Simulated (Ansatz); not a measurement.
All numbers below come from DFT, BLYP, plane waves (420 eV) with PAW, scalar-relativistic in Ansatz 0.2.0. The PAW files were generated under PBE, with cores re-solved for the functional.

An element in the dhcp structure gives this curve. The cell is scaled uniformly from the relaxed one, with fractional coordinates and shape fixed. Energies are extrapolated to zero smearing, pressures are those at the given smearing. Magnetic state: spin not included.

```tsv
V (Å³/atom)	E − E₀ (meV/atom)	P (GPa)
12.566	122.2	26.06
13.137	49.7	15.64
13.708	11.0	7.08
14.279	0.0	0.06
14.850	11.7	-5.71
15.422	42.1	-10.42
15.993	87.8	-14.28
```

Task: Which element is it?
A. copper
B. rhodium
C. vanadium
D. osmium

Result: C. Its fit is V₀ = 14.25 Å³/atom, B₀ = 160 GPa, B₀′ = 3.9.
